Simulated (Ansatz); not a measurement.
Hf2C:
```yaml
crystal:
  lattice:
    - [3.58416, 0.00000, 0.00000]
    - [0.00000, 3.58416, 0.00000]
    - [0.00000, 0.00000, 6.79472]
  atoms:
    - { symbol: Hf, position: [0.00000, 0.00000, 0.00000] }
    - { symbol: Hf, position: [0.50000, 0.50000, 0.00000] }
    - { symbol: Hf, position: [0.50000, 0.00000, 0.36920] }
    - { symbol: Hf, position: [0.00000, 0.50000, 0.63080] }
    - { symbol: C, position: [0.50000, 0.00000, 0.72918] }
    - { symbol: C, position: [0.00000, 0.50000, 0.27082] }
```

Relaxed with PBEsol. Special points in fractions of this cell's reciprocal vectors: Γ (0.000, 0.000, 0.000); X (0.000, 0.500, 0.000); M (0.500, 0.500, 0.000); Z (0.000, 0.000, 0.500); R (0.000, 0.500, 0.500); A (0.500, 0.500, 0.500).

Q: List the band energies nearest the Fermi level at these points for DFT-PBEsol in the program Ansatz with PAW potentials.

A: In eV from the Fermi level; about four levels below and three above (degenerate sets whole), none deeper than 8.9 eV; points with the same levels are listed once.

| k | below | above |
|---|---|---|
| Γ | -2.24 -1.71 -0.95 -0.95 | 1.08 1.09 1.15 1.15 |
| X | -1.41 -1.41 -0.12 -0.12 | 1.48 1.48 2.87 2.87 |
| M | -0.53 -0.53 0.00 0.00 | 3.75 3.75 3.83 3.83 |
| Z | -1.46 -1.46 -1.16 -0.04 | 0.86 0.86 1.92 |
| R | -2.81 -2.81 -1.25 -1.25 | 0.67 0.67 1.28 1.28 |
| A | -0.92 -0.92 -0.79 -0.79 | 3.66 3.66 4.16 4.16 |

Space group P4/nmm. The cell is a constructed one: a structure type filled with these elements; neither database checked (COD, Materials Project) lists it. Its standing as an ambient phase is unchecked. Symmetry was held in the PBEsol relaxation; its stability against distortions is not shown here. No spin polarisation was allowed. Spin–orbit coupling is left out wherever it is not named.

Potentials: the earlier of the program's two PAW sets. The files were generated under PBE; for other functionals the program regenerates the frozen cores, and for LDA and PBEsol the local potential too.
